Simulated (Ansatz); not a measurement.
CsPbBr3:
```xyz
20
Lattice="8.3925 0.0000 0.0000 0.0000 11.6403 0.0000 0.0000 0.0000 7.9783" Properties=species:S:1:pos:R:3 pbc="T T T"
Pb     0.0000     5.8202     0.0000
Pb     4.1963     5.8202     3.9892
Pb     4.1963     0.0000     3.9892
Pb     0.0000     0.0000     0.0000
Cs     4.7619     2.9101     0.1737
Cs     7.8269     8.7302     4.1628
Cs     0.5657     2.9101     3.8155
Cs     3.6306     8.7302     7.8047
Br     2.5012     5.3710     1.5744
Br     1.6951     6.2693     5.5636
Br     6.6975     0.4492     2.4148
Br     5.8914    11.1911     6.4039
Br     5.8914     6.2693     6.4039
Br     6.6975     5.3710     2.4148
Br     1.6951    11.1911     5.5636
Br     2.5012     0.4492     1.5744
Br     0.0984     8.7302     0.5935
Br     4.0979     2.9101     4.5827
Br     4.2947     8.7302     3.3956
Br     8.2941     2.9101     7.3848
```

The program Ansatz at the PBEsol level (PAW) gives a gap of 1.85 eV without spin–orbit coupling, maximum at Γ, minimum at Γ.

Q: What happens when spin–orbit coupling is switched on?

A: The gap decreases by 1.04 eV, to 0.81 eV; maximum at Γ, minimum at Γ.

Q: Give the electron effective mass with spin–orbit coupling.

A: 0.17, 0.19, 0.19 mₑ (principal values).

Q: Give the hole effective mass with spin–orbit coupling.

A: 0.16, 0.18, 0.20 mₑ (principal values).

Space group Pnma. The cell was relaxed with PBEsol under the symmetry of its start.

Potentials: the later of the program's two PAW sets.
